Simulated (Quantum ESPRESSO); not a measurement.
# TiGeGaO5F: one run as intended and one with a planted mistake

Simulated, not a measurement. The program is pw.x of Quantum ESPRESSO 7.5 (plane-wave density functional theory). The cell is made up: 9 atoms on a corundum lattice with one site empty, with randomly drawn elements, strain and displacements, not relaxed. PseudoDojo standard norm-conserving files (v0.5 for PBE, v0.4.1 for LDA and PBEsol) set the functional; there is no spin polarisation, spin-orbit coupling or dispersion term, and the masses in the input are unused placeholders.

Intended input:

```
&control calculation='scf', pseudo_dir='./dojo.nc.sr.pbe.v0_5.standard.upf', outdir='./o', disk_io='medium', tprnfor=.true., tstress=.true. /
&system ibrav=0, nat=9, ntyp=5, nbnd=44, ecutwfc=84.00895049, nosym=.true., tot_charge=0,
 occupations='smearing', smearing='fd', degauss=0.0018374661
/
&electrons conv_thr=7.350e-09, electron_maxstep=60, /
ATOMIC_SPECIES
F 1.0 F.upf
Ga 1.0 Ga.upf
Ge 1.0 Ge.upf
O 1.0 O.upf
Ti 1.0 Ti.upf
CELL_PARAMETERS angstrom
2.5822 1.4908 4.6371
-2.5822 1.4908 4.6371
0.0 -2.9817 4.6371
ATOMIC_POSITIONS angstrom
Ti 0.0482 -0.0776 4.8555
Ge 0.0678 0.0207 1.977
Ga 0.0095 0.0106 11.9111
O -0.8939 1.494 8.1268
F -0.7974 -1.6237 8.0201
O 1.7807 0.1485 8.1335
O 0.9961 -1.507 5.8512
O 0.8283 1.6489 5.8071
O -1.8073 -0.1853 5.8358
K_POINTS automatic
5 5 5 1 1 1
```

The log is shortened where brackets say so; the opening notice, blank lines, dates and the lines on written files are dropped, and the path of the files is cut. It prints rydbergs, bohrs and kilobars, and counts compression as positive stress. Where no state is partly filled, the Fermi energy that it prints is only some level between the filled and the empty states on the mesh, and need not lie in the true gap.

Log of the intended run:

```
     Program PWSCF v.7.5
     Parallel version (MPI & OpenMP), running on       1 processor cores
     Number of MPI processes:                 1
     Threads/MPI process:                     1
     [start-up lines left out]
     bravais-lattice index     =            0
     lattice parameter (alat)  =      10.4180  a.u.
     unit-cell volume          =     722.7919 (a.u.)^3
     number of atoms/cell      =            9
     number of atomic types    =            5
     number of electrons       =        76.00
     number of Kohn-Sham states=           44
     kinetic-energy cutoff     =      84.0090  Ry
     charge density cutoff     =     336.0358  Ry
     scf convergence threshold =      7.3E-09
     mixing beta               =       0.7000
     number of iterations used =            8  plain     mixing
     Exchange-correlation= PBE
                           (   1   4   3   4   0   0   0)
     [axes and pseudopotential details left out]
   Cartesian axes
     site n.     atom                  positions (alat units)
         1        Ti     tau(   1) = (   0.0087430  -0.0140759   0.8807398  )
         2        Ge     tau(   2) = (   0.0122983   0.0037548   0.3586083  )
         3        Ga     tau(   3) = (   0.0017232   0.0019227   2.1605560  )
         4        O      tau(   4) = (  -0.1621446   0.2709969   1.4741213  )
         5        F      tau(   5) = (  -0.1446405  -0.2945232   1.4547670  )
         6        O      tau(   6) = (   0.3230014   0.0269364   1.4753366  )
         7        O      tau(   7) = (   0.1806827  -0.2733549   1.0613499  )
         8        O      tau(   8) = (   0.1502454   0.2990942   1.0533506  )
         9        O      tau(   9) = (  -0.3278264  -0.0336116   1.0585565  )
     number of k points=    63  Fermi-Dirac smearing, width (Ry)=  0.0018
                       cart. coord. in units 2pi/alat
        k(    1) = (   0.0000000   0.0000000   0.1188885), wk =   0.0320000
        k(    2) = (   0.0000000  -0.2465278   0.1981457), wk =   0.0320000
     [further k points left out]
     Dense  grid:    75225 G-vectors     FFT dimensions: (  64,  64,  64)
     Estimated max dynamical RAM per process >     116.74 MB
     Initial potential from superposition of free atoms
     starting charge      75.9949, renormalised to      76.0000
     Starting wfcs are   52 randomized atomic wfcs
     total cpu time spent up to now is       20.2 secs
     per-process dynamical memory:    69.9 Mb
     Self-consistent Calculation
     iteration #  1     ecut=    84.01 Ry     beta= 0.70
     Davidson diagonalization with overlap
     ethr =  1.00E-02,  avg # of iterations =  2.0
     total cpu time spent up to now is       66.7 secs
     total energy              =    -663.66110012 Ry
     estimated scf accuracy    <       2.96439255 Ry
     iteration #  2     ecut=    84.01 Ry     beta= 0.70
     Davidson diagonalization with overlap
     ethr =  3.90E-03,  avg # of iterations =  5.5
     total cpu time spent up to now is      129.7 secs
     total energy              =    -659.49193132 Ry
     estimated scf accuracy    <      48.31793684 Ry
     [iterations 3 to 13 left out]
     iteration # 14     ecut=    84.01 Ry     beta= 0.70
     Davidson diagonalization with overlap
     ethr =  3.85E-10,  avg # of iterations =  2.1
     total cpu time spent up to now is      689.1 secs
     total energy              =    -665.28264067 Ry
     estimated scf accuracy    <       0.00000005 Ry
     iteration # 15     ecut=    84.01 Ry     beta= 0.70
     Davidson diagonalization with overlap
     ethr =  7.04E-11,  avg # of iterations =  2.7
     total cpu time spent up to now is      735.9 secs
     End of self-consistent calculation
     [lines on levels left out]
     the Fermi energy is     7.7280 ev
!    total energy              =    -665.28264067 Ry
     estimated scf accuracy    <          2.0E-09 Ry
     smearing contrib. (-TS)   =      -0.00000000 Ry
     internal energy E=F+TS    =    -665.28264067 Ry
     The total energy is F=E-TS. E is the sum of the following terms:
     one-electron contribution =    -273.54498865 Ry
     hartree contribution      =     185.47807361 Ry
     xc contribution           =    -155.37196621 Ry
     ewald contribution        =    -421.84375942 Ry
     convergence has been achieved in  15 iterations
     Forces acting on atoms (cartesian axes, Ry/au):
     atom    1 type  5   force =     0.02548629   -0.05039803    0.01748055
     atom    2 type  3   force =    -0.00650141   -0.08520825   -0.01927230
     atom    3 type  2   force =    -0.04689591    0.00858097   -0.04580652
     atom    4 type  4   force =    -0.10659188    0.04882070   -0.02021996
     atom    5 type  1   force =     0.01730680   -0.01255694    0.02601478
     atom    6 type  4   force =     0.09398000    0.05385323   -0.00783787
     atom    7 type  4   force =    -0.06654615    0.00337925    0.00235608
     atom    8 type  4   force =     0.05056512   -0.05868400    0.03003961
     atom    9 type  4   force =     0.03919715    0.09221307    0.01724562
     Total force =     0.253590     Total SCF correction =     0.000116
     Computing stress (Cartesian axis) and pressure
          total   stress  (Ry/bohr**3)                   (kbar)     P=     -169.13
  -0.00132180  -0.00019516   0.00007112         -194.44      -28.71       10.46
  -0.00019516  -0.00132148  -0.00008729          -28.71     -194.40      -12.84
   0.00007112  -0.00008729  -0.00080593           10.46      -12.84     -118.56
     init_run     :     19.22s CPU     20.03s WALL (       1 calls)
     electrons    :    707.25s CPU    715.75s WALL (       1 calls)
     forces       :      5.71s CPU      5.75s WALL (       1 calls)
     stress       :     19.83s CPU     19.92s WALL (       1 calls)
     [timing details left out]
     PWSCF        :  12m32.26s CPU  12m41.89s WALL
     JOB DONE.
```

A second run has one planted mistake: the self-consistency threshold is too loose. The input lines that differ, file-writing options aside:

```
- &electrons conv_thr=7.350e-09, electron_maxstep=60, /
+ &electrons conv_thr=5.145e-02, electron_maxstep=60, /
```

Its log:

```
     Program PWSCF v.7.5
     Parallel version (MPI & OpenMP), running on       1 processor cores
     Number of MPI processes:                 1
     Threads/MPI process:                     1
     [start-up lines left out]
     bravais-lattice index     =            0
     lattice parameter (alat)  =      10.4180  a.u.
     unit-cell volume          =     722.7919 (a.u.)^3
     number of atoms/cell      =            9
     number of atomic types    =            5
     number of electrons       =        76.00
     number of Kohn-Sham states=           44
     kinetic-energy cutoff     =      84.0090  Ry
     charge density cutoff     =     336.0358  Ry
     scf convergence threshold =      5.1E-02
     mixing beta               =       0.7000
     number of iterations used =            8  plain     mixing
     Exchange-correlation= PBE
                           (   1   4   3   4   0   0   0)
     [axes and pseudopotential details left out]
   Cartesian axes
     site n.     atom                  positions (alat units)
         1        Ti     tau(   1) = (   0.0087430  -0.0140759   0.8807398  )
         2        Ge     tau(   2) = (   0.0122983   0.0037548   0.3586083  )
         3        Ga     tau(   3) = (   0.0017232   0.0019227   2.1605560  )
         4        O      tau(   4) = (  -0.1621446   0.2709969   1.4741213  )
         5        F      tau(   5) = (  -0.1446405  -0.2945232   1.4547670  )
         6        O      tau(   6) = (   0.3230014   0.0269364   1.4753366  )
         7        O      tau(   7) = (   0.1806827  -0.2733549   1.0613499  )
         8        O      tau(   8) = (   0.1502454   0.2990942   1.0533506  )
         9        O      tau(   9) = (  -0.3278264  -0.0336116   1.0585565  )
     number of k points=    63  Fermi-Dirac smearing, width (Ry)=  0.0018
                       cart. coord. in units 2pi/alat
        k(    1) = (   0.0000000   0.0000000   0.1188885), wk =   0.0320000
        k(    2) = (   0.0000000  -0.2465278   0.1981457), wk =   0.0320000
     [further k points left out]
     Dense  grid:    75225 G-vectors     FFT dimensions: (  64,  64,  64)
     Estimated max dynamical RAM per process >     116.74 MB
     Initial potential from superposition of free atoms
     starting charge      75.9949, renormalised to      76.0000
     Starting wfcs are   52 randomized atomic wfcs
     total cpu time spent up to now is       30.2 secs
     per-process dynamical memory:    69.9 Mb
     Self-consistent Calculation
     iteration #  1     ecut=    84.01 Ry     beta= 0.70
     Davidson diagonalization with overlap
     ethr =  1.00E-02,  avg # of iterations =  2.0
     total cpu time spent up to now is       96.8 secs
     total energy              =    -663.66110012 Ry
     estimated scf accuracy    <       2.96439255 Ry
     iteration #  2     ecut=    84.01 Ry     beta= 0.70
     Davidson diagonalization with overlap
     ethr =  3.90E-03,  avg # of iterations =  5.5
     total cpu time spent up to now is      178.8 secs
     total energy              =    -659.49193132 Ry
     estimated scf accuracy    <      48.31793684 Ry
     [iterations 3 to 5 left out]
     iteration #  6     ecut=    84.01 Ry     beta= 0.70
     Davidson diagonalization with overlap
     ethr =  4.11E-04,  avg # of iterations =  6.0
     total cpu time spent up to now is      431.1 secs
     total energy              =    -665.27586659 Ry
     estimated scf accuracy    <       0.05607254 Ry
     iteration #  7     ecut=    84.01 Ry     beta= 0.70
     Davidson diagonalization with overlap
     ethr =  7.38E-05,  avg # of iterations =  5.4
     total cpu time spent up to now is      503.8 secs
     End of self-consistent calculation
     [lines on levels left out]
     the Fermi energy is     7.8649 ev
!    total energy              =    -665.27799582 Ry
     estimated scf accuracy    <       0.00674761 Ry
     smearing contrib. (-TS)   =      -0.00000000 Ry
     internal energy E=F+TS    =    -665.27799582 Ry
     The total energy is F=E-TS. E is the sum of the following terms:
     one-electron contribution =    -273.24663417 Ry
     hartree contribution      =     185.14158633 Ry
     xc contribution           =    -155.32918856 Ry
     ewald contribution        =    -421.84375942 Ry
     convergence has been achieved in   7 iterations
     Forces acting on atoms (cartesian axes, Ry/au):
     atom    1 type  5   force =     0.02343215   -0.04782042    0.01788649
     atom    2 type  3   force =    -0.00697909   -0.08510239   -0.01882367
     atom    3 type  2   force =    -0.04886033    0.01009130   -0.04809221
     atom    4 type  4   force =    -0.10345550    0.05027664   -0.02461058
     atom    5 type  1   force =     0.01812982   -0.01204907    0.02506736
     atom    6 type  4   force =     0.09359518    0.05226854   -0.00924956
     atom    7 type  4   force =    -0.06448183   -0.00198287    0.00708266
     atom    8 type  4   force =     0.05238145   -0.05805191    0.03111684
     atom    9 type  4   force =     0.03623815    0.09237018    0.01962266
     Total force =     0.252278     Total SCF correction =     0.143210
     SCF correction compared to forces is large: reduce conv_thr to get better values
     Computing stress (Cartesian axis) and pressure
          total   stress  (Ry/bohr**3)                   (kbar)     P=     -210.93
  -0.00164281  -0.00025219   0.00010073         -241.67      -37.10       14.82
  -0.00025219  -0.00159732  -0.00011561          -37.10     -234.97      -17.01
   0.00010073  -0.00011561  -0.00106153           14.82      -17.01     -156.16
     init_run     :     28.60s CPU     29.97s WALL (       1 calls)
     electrons    :    468.81s CPU    473.60s WALL (       1 calls)
     forces       :     10.25s CPU     10.34s WALL (       1 calls)
     stress       :     33.24s CPU     33.35s WALL (       1 calls)
     [timing details left out]
     PWSCF        :   9m 1.31s CPU   9m 8.17s WALL
     JOB DONE.
```

|  | intended run | run with the mistake |
| --- | --- | --- |
| free energy (eV) | -9051.631 | -9051.568 |
| smearing term -TS (eV) | 0.0000 | 0.0000 |
| pressure (GPa) | -16.91 | -21.09 |
| largest force component (eV/Å) | 2.741 | 2.660 |
| largest change of a force component (eV/Å) |  | 0.138 |
| iterations | 15 | 7 |

For scale, a rerun of the intended cell at a cutoff of 1437 eV and k mesh 7 x 7 x 7 moved values by no more than 0.003 eV in energy, 0.04 GPa in stress and 0.002 eV/Å in force.